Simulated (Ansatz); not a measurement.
Level of theory: DFT PBE, scalar-relativistic, plane waves, PAW in Ansatz. All cells share a 420 eV cutoff and Γ-centred k meshes spaced at most about 0.3 Å⁻¹ (about 0.25 or finer for metals, 2π included). No spin polarisation in the final relaxations.

Temperature and zero-point effects are left out.

Compare these two cells of BiAsS, each relaxed at this level.

A.

```
Bi As S
1.0
     4.62939    0.00000    0.00000
    -2.31469    4.00917    0.00000
     0.00000    0.00000    7.38528
Bi As S
2 2 2
Direct
  0.00000 0.00000 0.50000
  0.00000 0.00000 0.00000
  0.33333 0.66667 0.25000
  0.66667 0.33333 0.75000
  0.66667 0.33333 0.25000
  0.33333 0.66667 0.75000
```

B.

```
Bi As S
1.0
     5.47855    0.00000    0.00000
     0.00000    5.47855    0.00000
     0.00000    0.00000    5.23320
Bi As S
2 2 2
Direct
  0.50000 0.00000 0.24049
  0.00000 0.50000 0.75951
  0.50000 0.50000 0.00000
  0.00000 0.00000 0.00000
  0.50000 0.50000 0.50000
  0.00000 0.00000 0.50000
```

**Question.** Which form is favoured at zero pressure, and by what margin per atom?

**Answer.** B is lower, by 255 meV/atom. A has space group P6_3/mmc (No. 194), 22.8 Å³/atom and no gap on its mesh; B has space group P4/nmm (No. 129), 26.2 Å³/atom and no gap. The shortest distance is 2.67 Å (As–S) in A and 2.62 Å (As–S) in B. The lower one is the more open, so pressure narrows the difference. Even the lower one lies +0.12 eV/atom against the reference forms of the elements (uncorrected), so neither is stable at this level. In A, Bi is surrounded by 6 As at 3.25 Å, 6 S at 3.25 Å and 2 Bi at 3.69 Å; As is surrounded by 3 S at 2.67 Å and 6 Bi at 3.25 Å; S has 3 As at 2.67 Å and 6 Bi at 3.25 Å. In B, around Bi lie 4 As at 3.01 Å and 4 S at 3.06 Å; As has 2 S at 2.62 Å and 4 Bi at 3.01 Å; around S lie 2 As at 2.62 Å and 4 Bi at 3.06 Å. Both come from invented guesses.

Spin–orbit coupling, which can matter for Bi, is left out. Cells relaxed within their symmetry can be saddle points.
